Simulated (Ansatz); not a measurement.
W:
```
W
1.0
    0.00000     3.67467     3.67467
    3.67467     0.00000     3.67467
    3.67467     3.67467     0.00000
W
6
Direct
  0.75000   0.75000   0.75000
  0.50000   0.50000   0.50000
  0.12500   0.62500   0.12500
  0.12500   0.12500   0.12500
  0.62500   0.12500   0.12500
  0.12500   0.12500   0.62500
```

Relaxed with r²SCAN. Special points in fractions of this cell's reciprocal vectors: Γ (0.000, 0.000, 0.000); X (0.500, 0.000, 0.500); U (0.625, 0.250, 0.625); K (0.375, 0.375, 0.750); L (0.500, 0.500, 0.500); W (0.500, 0.250, 0.750).

Task: List the band energies nearest the Fermi level at these points for DFT-r²SCAN in the program Ansatz with PAW potentials.

Result: In eV from the Fermi level; about four levels below and three above (degenerate sets whole), none deeper than 8.9 eV; points with the same levels are listed once.

```csv
k,below,above
Γ,-1.29 -1.29 -1.29 -0.03 -0.03 -0.03,0.65 0.65 2.29
X,-1.95 -1.95 -0.76 -0.76,0.48 0.48 1.89 1.89
U,-1.96 -1.83 -1.08 -0.14,0.13 0.49 1.09
L,-1.80 -1.80 -1.45 -0.12 -0.12,0.54 0.70 0.70
W,-1.83 -1.83 -1.00 -1.00,0.64 0.64 1.54 1.54
```

Space group Fd-3m. The start of the workflow was typed in or built on a structure type; neither database checked (COD, Materials Project) lists it. It is not the phase usual at ambient conditions (space group No. 229). The r²SCAN relaxation kept the symmetry of its start; whether a distortion lowers the energy is not shown. The run is not spin-polarised. Spin–orbit coupling is left out wherever it is not named.

Potentials: the earlier of the program's two PAW sets.
